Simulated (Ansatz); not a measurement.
**Property card for LuAlN₂**

LuAlN₂:
```cif
data_AlLuN2
_chemical_formula_sum 'Lu1 N2 Al1'
_space_group_name_H-M_alt 'P 1'
_space_group_IT_number 1
_cell_length_a 3.42499
_cell_length_b 3.42499
_cell_length_c 5.41601
_cell_angle_alpha 90.000
_cell_angle_beta 90.000
_cell_angle_gamma 120.000
loop_
_space_group_symop_operation_xyz
  'x, y, z'
loop_
_atom_site_label
_atom_site_type_symbol
_atom_site_fract_x
_atom_site_fract_y
_atom_site_fract_z
_atom_site_occupancy
Lu1 Lu 0.33333 0.66667 0.99468 1
N1 N 0.33333 0.66667 0.41341 1
Al1 Al 0.66667 0.33333 0.50786 1
N2 N 0.66667 0.33333 0.85405 1
```

Space group P3m1 (No. 156); conventional cell a = 3.425 Å, b = 3.425 Å, c = 5.416 Å, α = 90.00°, β = 90.00°, γ = 120.00°.

Method: plane-wave PAW PBE (Ansatz code). Geometry: relaxed at this level of theory. Other levels are named where they apply.

**Cell and energy**

```json
{
  "volume_per_atom": "13.76 Å³",
  "density": "6.94 g/cm³",
  "Formation energy from the elements (no fitted shifts)": "-1.26 eV/atom"
}
```

**Electronic structure**

```json
{
 "band_gap": "2.03 eV (indirect)",
 "valence_band_maximum": "at H",
 "conduction_band_minimum": "at Γ",
 "smallest_direct_gap_on_the_standard_path": "2.70 eV",
 "electron_effective_mass": "0.23, 0.23, 0.34 mₑ (principal values)",
 "Electron effective mass with spin–orbit coupling": "0.23, 0.23, 0.35 mₑ (principal values)",
 "hole_effective_mass": "1.7, 1.7, 3.1 mₑ (principal values)",
 "Hole effective mass with spin–orbit coupling": "1.9, 1.9, 3.1 mₑ (principal values)",
 "Gap with spin–orbit coupling": "1.95 eV"
}
```

**Mechanics**

```json
{
 "Bulk modulus (Birch–Murnaghan fit)": "141 GPa",
 "Pressure derivative B′": "4.0"
}
```

The start of the workflow was typed in or built on a structure type; neither database checked (COD, Materials Project) lists it. Its standing as an ambient phase is unchecked. Symmetry was held in the PBE relaxation; whether a distortion lowers the energy is not shown. The references are the lowest solids computed at this level, not always the standard phases (solids in place of the gases). Scalar-relativistic: spin–orbit coupling is off unless named, which matters more the heavier the elements.

Potentials: the earlier of the program's two PAW sets.
